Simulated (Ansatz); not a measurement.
PtSb2 (space group Pa-3)

```
PtSb2
1.0
    6.42184     0.00000     0.00000
    0.00000     6.42184     0.00000
    0.00000     0.00000     6.42184
Sb Pt
8 4
Cartesian
  2.40598   0.80494   5.61690
  4.01586   5.61690   0.80494
  0.80494   5.61690   2.40598
  5.61690   0.80494   4.01586
  5.61690   2.40598   0.80494
  0.80494   4.01586   5.61690
  4.01586   4.01586   4.01586
  2.40598   2.40598   2.40598
  0.00000   3.21092   3.21092
  3.21092   3.21092   0.00000
  3.21092   0.00000   3.21092
  0.00000   0.00000   0.00000
```

A phonon eigenvector at Γ is frozen into this cell: atom i moves by Q times the vector below, so Q is the largest atomic displacement, in Å. The cell is held. It is one choice among 3 degenerate patterns.

```json
[
 {"atom": "Sb1", "x": "-0.136", "y": "0.240", "z": "-0.817"},
 {"atom": "Sb2", "x": "-0.136", "y": "0.240", "z": "-0.817"},
 {"atom": "Sb3", "x": "-0.136", "y": "0.240", "z": "0.817"},
 {"atom": "Sb4", "x": "-0.136", "y": "0.240", "z": "0.817"},
 {"atom": "Sb5", "x": "0.136", "y": "0.240", "z": "-0.817"},
 {"atom": "Sb6", "x": "0.136", "y": "0.240", "z": "-0.817"},
 {"atom": "Sb7", "x": "0.136", "y": "0.240", "z": "0.817"},
 {"atom": "Sb8", "x": "0.136", "y": "0.240", "z": "0.817"},
 {"atom": "Pt9", "x": "-0.632", "y": "-0.299", "z": "-0.715"},
 {"atom": "Pt10", "x": "-0.632", "y": "-0.299", "z": "0.715"},
 {"atom": "Pt11", "x": "0.632", "y": "-0.299", "z": "-0.715"},
 {"atom": "Pt12", "x": "0.632", "y": "-0.299", "z": "0.715"}
]
```

Method: LDA (plane waves to 420 eV, PAW, scalar-relativistic; Ansatz, an electronic-structure program). k mesh 6×6×6 (Γ-centred), Fermi-Dirac smearing 0.05 eV. E stands for the smeared free energy. With partly filled bands, energies and forces of such displacements shift with the k mesh and the smearing. At this level the bands of PtSb2 touch or barely overlap; measurements give the solid a gap. PtSb2 is run without spin polarisation. PtSb2 was relaxed with its symmetry unable to fall. Spin-orbit coupling is left out, though Pt and Sb are heavy. ΔE is measured from the undisplaced structure.

| Q (Å) | ΔE (meV/cell) |
|---|---|
| -0.180 | 1109 |
| -0.120 | 511 |
| -0.060 | 131 |
| 0.000 | 0 |
| 0.060 | 131 |
| 0.120 | 511 |
| 0.180 | 1109 |

Task: Which DFPT wavenumber at Γ belongs to this mode?
(A) 181 cm⁻¹
(B) 116 cm⁻¹
(C) 137 cm⁻¹
(D) 76 cm⁻¹

Result: B, 116 cm⁻¹. The curvature of the scan gives 115 cm⁻¹

(A displaced cell: forces are minus the slopes of the energy, force constants its curvatures, and phonons follow from these.)
